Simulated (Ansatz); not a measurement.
Relaxed-ion elastic tensor of GaN (NiAs type, P6_3/mmc) in GPa (Voigt order), the program Ansatz at the r²SCAN level (PAW); density 7.25 g/cm³, 9.59 Å³ per atom.

```
 424   178  54.0   0.0   0.0   0.0
 178   424  54.0   0.0   0.0   0.0
54.0  54.0   673   0.0   0.0   0.0
 0.0   0.0   0.0   8.0   0.0   0.0
 0.0   0.0   0.0   0.0   8.0   0.0
 0.0   0.0   0.0   0.0   0.0   123
```

### Question
Is the crystal mechanically stable?

### Answer
Yes: the smallest eigenvalue of C is 8.0 GPa.

### Question
Work out the Voigt and Reuss bounds. Is their mean of use?

### Answer
K_V = 232, K_R = 230; G_V = 110, G_R = 18.5 GPa. The bounds lie so far apart that a Hill average or a Debye temperature from it would say little.

The cell is a constructed one: a structure type filled with these elements; the Crystallography Open Database copy checked does not list it. It is not the phase usual at ambient conditions (space group No. 186, 216). The cell was relaxed with r²SCAN under the symmetry of its start; its stability against distortions is not shown here.

Potentials: the later of the program's two PAW sets.
